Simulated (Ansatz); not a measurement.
BeS (NiAs type, P6_3/mmc), a = 3.3006 Å, b = 3.3006 Å, c = 5.2470 Å, α = 90.00°, β = 90.00°, γ = 120.00°.

Relaxed with PBE.

Task: Decompose the optical modes at the zone centre into irreducible representations, and say which are infrared and Raman allowed.

Result: Point group 6/mmm: Γ_opt = A2u + B1g + B2u + E1u + E2g + E2u. Infrared: A2u, E1u. Raman: E2g.

Task: Assign frequencies (DFPT, PBE in the plane-wave PAW code Ansatz; without the LO–TO term).

Result: A2u 223i, E2u 118i, E1u 241, E2g 246, B1g 346, B2u 582 cm⁻¹.

Subscripts of B labels follow the axes of the standard setting.

The cell is a constructed one: a structure type filled with these elements; neither database checked (COD, Materials Project) lists it. COD files the formula under space group No. 216, so this cell is another polymorph or a model. Whether it is the stable phase at ambient conditions was not checked. Symmetry was held in the PBE relaxation. At this level the phase is dynamically unstable (imaginary phonons).

Potentials: the later of the program's two PAW sets.
